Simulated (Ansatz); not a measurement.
Property card for CaAlHO$_{2}$

CaAlHO₂:
```
CaAlHO2
1.0
    3.72742     0.00000     0.00000
    0.00000     3.72742     0.00000
    0.00000     0.00000     3.44776
Ca Al O H
1 1 2 1
Cartesian
  1.86371   1.86371   1.72388
  0.00000   0.00000   0.00000
  1.86371   0.00000   0.00000
  0.00000   1.86371   0.00000
  0.00000   0.00000   1.72388
```

Space group P4/mmm (No. 123); conventional cell a = b = 3.727 Å, c = 3.448 Å, α = β = γ = 90.00°.

Method: DFT-PBEsol in the program Ansatz with PAW potentials. Geometry: relaxed at this level of theory. Other levels are named where they apply.

### Cell and energy

```yaml
volume_per_atom: 9.58 Å³
density: 3.47 g/cm³
Formation energy from the elements (no fitted shifts): -2.30 eV/atom
```

### Electronic structure

```yaml
band_gap: 3.65 eV (indirect)
valence_band_maximum: at A
conduction_band_minimum: at X (2 equivalent valleys)
smallest_direct_gap_on_the_standard_path: 4.37 eV
electron_effective_mass: 0.41, 0.46, 0.70 mₑ (principal values)
hole_effective_mass: 0.62, 0.62, 5.2 mₑ (principal values)
HSE06 gap on the PBEsol cell: 5.28 eV
```

### Mechanics

```yaml
Bulk modulus (Birch–Murnaghan fit): 144 GPa
Pressure derivative B′: 4.0
Elastic constants (relaxed ions, GPa): C11 = 312, C12 = 127, C13 = 62.8, C33 = 230, C44 = 98.9, C66 = 163
mechanical_stability: stable (all eigenvalues of C positive)
hill_bulk_and_shear_moduli: 147 and 109 GPa
Young's modulus: 263 GPa
Poisson's ratio: 0.20
debye_temperature_from_the_elastic_constants: 869 K
```

### Dielectric response

```yaml
Electronic dielectric constant ε∞ (DFPT): 3.99 (xx = yy), 4.36 (zz)
Static dielectric constant ε0 (ions relaxed, cell fixed): 20.8 (xx = yy), 30.6 (zz)
Born charges (a third of the trace): Ca +2.60, Al +2.83, O -2.30, H -0.83 e
```

### Phonons

```yaml
Highest zone-centre frequency (without LO–TO term): 1890 cm^-1
zone_centre_stability: no imaginary mode at Γ
dynamical_stability_on_the_path: unstable, down to 101i cm⁻¹
```

The start of the workflow was typed in or built on a structure type; neither database checked (COD, Materials Project) lists it. Whether it is the stable phase at ambient conditions was not checked. The cell was relaxed with PBEsol under the symmetry of its start. The references are the lowest solids computed at this level, not always the standard phases (solids in place of the gases).

Potentials: the earlier of the program's two PAW sets. The files were generated under PBE; for other functionals the program regenerates the frozen cores, and for LDA and PBEsol the local potential too.
